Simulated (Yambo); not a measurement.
Yambo run on BP (zinc blende, space group F-43m, No. 216). The wavefunctions come from this Quantum ESPRESSO step (PBEsol, PseudoDojo standard norm-conserving files, scalar-relativistic):

```
&CONTROL
  calculation = 'nscf'
  pseudo_dir = './pseudo'
  outdir = './out'
/
&SYSTEM
  ibrav = 0
  nat = 2
  ntyp = 2
  ecutwfc = 76.0
  ecutrho = 304.0
  occupations = 'fixed'
  force_symmorphic = .true.
  nbnd = 87
/
&ELECTRONS
  conv_thr = 2e-09
  diago_full_acc = .true.
  diago_thr_init = 1e-08
/
ATOMIC_SPECIES
B 10.8100 B.upf
P 30.9738 P.upf
CELL_PARAMETERS angstrom
  0.000000000000   2.260361281000   2.260361281000
  2.260361281000   0.000000000000   2.260361281000
  2.260361281000   2.260361281000   0.000000000000
ATOMIC_POSITIONS crystal
B   0.000000000000   0.000000000000   0.000000000000
P   0.750000000000   0.750000000000   0.750000000000
K_POINTS automatic
6 6 6 0 0 0
```

Yambo input:

```
rim_cut
gw0
dyson
el_el_corr
HF_and_locXC
ppa
em1d
RandQpts= 1000000
RandGvec= 1 Ry
EXXRLvcs= 76 Ry
VXCRLvcs= 304 Ry
Chimod= "HARTREE"
% BndsRnXp
 1 | 84 |
%
NGsBlkXp= 14 Ry
% LongDrXp
 1.0 | 1.0 | 1.0 |
%
PPAPntXp= 27.2114 eV
% GbndRnge
 1 | 84 |
%
GTermKind= "BG"
DysSolver= "n"
ExtendOut
% QPkrange
 1 | 1 | 4 | 5 |
 4 | 4 | 4 | 5 |
 13 | 13 | 4 | 5 |
%
```

k points by index: 1 = Γ, 4 = L, 13 = X.

The o-*.qp file then holds:

```
#    K-point    Band    Eo [eV]    E [eV]    E-Eo [eV]    Vxc [eV]    Vnlxc [eV]    Sc|Eo [eV]    Sc|E [eV]    dSc/dw|Eo [eV]    Re(Z)    Im(Z)
#
    1    4    0.000000    -0.724419    -0.724419    -13.22170    -14.92064    0.789269    0.974518    -6.957958    0.796367    -0.001167
    1    5    3.377276    3.557858    0.180582    -12.03446    -7.343941    -4.464079    -4.509937    -6.906549    0.797567    -0.001199
    4    4    -1.777586    -2.588757    -0.811171    -12.95987    -15.48717    1.499823    1.716132    -7.255604    0.789489    -0.001194
    4    5    3.788456    3.908266    0.119810    -12.13295    -7.108078    -4.874279    -4.905061    -6.985086    0.795735    -0.001200
    13    4    -4.181814    -5.050478    -0.868664    -12.47205    -15.93305    2.345083    2.592332    -7.744246    0.778453    -0.001375
    13    5    1.212635    1.338424    0.125789    -10.96193    -6.640576    -4.165747    -4.195567    -6.446399    0.808471    -0.001146
```
(The two width columns are left out.) Convergence of these settings isn't established.

Geometry relaxed with PBEsol.
